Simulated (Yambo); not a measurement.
```xyz
4
Lattice="3.6873 0.0000 0.0000 -1.8436 3.1933 0.0000 0.0000 0.0000 6.4351" Properties=species:S:1:pos:R:3 pbc="T T T"
O      0.0000     0.0000     3.2175
O      0.0000     0.0000     0.0000
Ba     0.0000     2.1288     1.6088
Ba     1.8436     1.0644     4.8263
```

Workflow: PBEsol (Quantum ESPRESSO, PseudoDojo norm-conserving, 84 Ry, without SOC), then G0W0 in Yambo (6×6×2 Γ-centred k mesh, 121 bands and a 7 Ry block in the screening, 121 bands in G with the Bruneval-Gonze terminator, plasmon pole fitted at 27.2 eV).

Give the PBEsol and G0W0 gaps between the band edges found on this mesh, and say where the edges lie.

Edges: H → M. PBEsol: 2.39 eV; G0W0: 3.48 eV. Convergence of the G0W0 settings was not tested. 

Geometry strained from the cell relaxed with PBEsol, atoms relaxed again.

This is not the ordinary phase of the substance; no match was found in the copy of COD used, and its stability was not checked.
